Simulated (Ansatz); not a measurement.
C:
```xyz
4
Lattice="-2.1823 2.1823 1.2509 2.1823 -2.1823 1.2509 2.1823 2.1823 -1.2509" Properties=species:S:1:pos:R:3 pbc="T T T"
C      0.7870     0.7870     0.0000
C      1.3954    -1.3954     1.2509
C     -1.3954     1.3954     1.2509
C      1.3954     1.3954     1.2509
```

Relaxed with r²SCAN.

### Question
Map the valence electron density (e/Å³), cut off at 2 on the plane through (0.180, 0.820, 0.000) spanned by u = [1, 1, 0] and v = [1, -1, 0] in lattice vectors, from r²SCAN in the plane-wave PAW code Ansatz.

### Answer
x is the fraction of u, y of v (the angle between them is 90°; rows are the nearest grid lines); atoms in the plane: C at (0.00, 0.00), C at (0.50, 0.50), C at (0.00, 0.64), C at (0.50, 0.14).
```
y \ x   0.000  0.0625  0.188  0.250  0.375  0.438  0.562  0.625  0.750  0.812  0.938   1.00
------  -----  ------  -----  -----  -----  -----  -----  -----  -----  -----  -----  -----
1.00     1.69    1.75   1.60   1.27  0.749  0.631  0.631  0.749   1.27   1.60   1.75   1.69
0.935    1.65    1.55  0.961  0.660  0.293  0.218  0.218  0.293  0.660  0.961   1.55   1.65
0.839   0.590   0.554  0.348  0.242  0.106  0.077  0.077  0.106  0.242  0.348  0.554  0.590
0.774   0.764   0.714  0.433  0.296  0.127  0.091  0.091  0.127  0.296  0.433  0.714  0.764
0.677    1.76    1.69   1.21  0.883  0.430  0.334  0.334  0.430  0.883   1.21   1.69   1.76
0.613    1.74    1.84   1.81   1.53   1.08  0.968  0.968   1.08   1.53   1.81   1.84   1.74
0.548    1.27    1.31   1.53   1.68   1.91   1.82   1.82   1.91   1.68   1.53   1.31   1.27
0.452   0.255   0.282  0.534  0.790   1.42   1.66   1.66   1.42  0.790  0.534  0.282  0.255
0.387   0.098   0.112  0.241  0.374  0.769  0.946  0.946  0.769  0.374  0.241  0.112  0.098
0.323   0.066   0.074  0.154  0.231  0.437  0.522  0.522  0.437  0.231  0.154  0.074  0.066
0.226   0.139   0.157  0.329  0.511   1.05   1.29   1.29   1.05  0.511  0.329  0.157  0.139
0.161   0.403   0.437  0.745   1.04   1.62   1.72   1.72   1.62   1.04  0.745  0.437  0.403
0.0645   1.62    1.68   1.77   1.73   1.64   1.55   1.55   1.64   1.73   1.77   1.68   1.62
0.000    1.69    1.75   1.60   1.27  0.749  0.631  0.631  0.749   1.27   1.60   1.75   1.69
```

The density is the valence pseudo-density with augmentation charge, so density and ELF within about 1 Å of a nucleus are not all-electron values.

Space group I4/mmm. The start of the workflow was typed in or built on a structure type; the Crystallography Open Database copy checked does not list it. It is not the phase usual at ambient conditions (space group No. 194, 227). The cell was relaxed with r²SCAN under the symmetry of its start; its stability against distortions is not shown here.

Potentials: the later of the program's two PAW sets.
